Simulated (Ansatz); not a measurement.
The relaxed structure here is a generated cell of La2O3: the first start was made by placing the elements on the sites of a structure type, and the end was not matched to a known phase here, so it may be hypothetical. Known forms of La2O3 include space group No. 164.

The end point of a relaxation of La₂O₃. Method: PBEsol (plane waves to 420 eV, PAW, scalar-relativistic; Ansatz, a quantum-chemistry and plane-wave program).

```
CELL_PARAMETERS angstrom
      6.67312     0.00000     0.00000
      0.00000     6.67312     0.00000
      0.00000     0.00000     3.39239
ATOMIC_POSITIONS crystal
  O  0.00000 0.00000 0.00000
  O  0.50000 0.50000 0.00000
  O  0.14035 0.64035 0.50000
  O  0.64035 0.85965 0.50000
  O  0.35965 0.14035 0.50000
  O  0.85965 0.35965 0.50000
  La 0.31840 0.81840 0.00000
  La 0.81840 0.68160 0.00000
  La 0.18160 0.31840 0.00000
  La 0.68160 0.18160 0.00000
```

### Question
Find the space group and the Wyckoff positions (tolerance 0.01 Å).

### Answer
Space group P4/mbm (No. 127); a = b = 6.673 Å, c = 3.392 Å, α = β = γ = 90.00°

| atom | site | symmetry | x | y | z |
|---|---|---|---|---|---|
| O | 2a | 4/m.. | 0.0000 | 0.0000 | 0.0000 |
| O | 4h | m.2m | 0.3596 | 0.1404 | 0.5000 |
| La | 4g | m.2m | 0.1816 | 0.3184 | 0.0000 |

### Question
Give the shortest distances between elements (the closest pairs, up to four, under 3.6 Å).

### Answer
La–O 2.39 Å; O–O 2.65 Å; La–La 3.39 Å.

```yaml
volume_per_atom: 15.11 Å³
band_gap: 1.24 eV, indirect (valence top at k = (0, 0, 0.3), conduction bottom at Γ) (no spin-orbit coupling)
smallest_direct_gap: 1.29 eV at Γ
```

No spin polarisation in the result.

The run could not lose the symmetry of its start, so the end can be a saddle point.
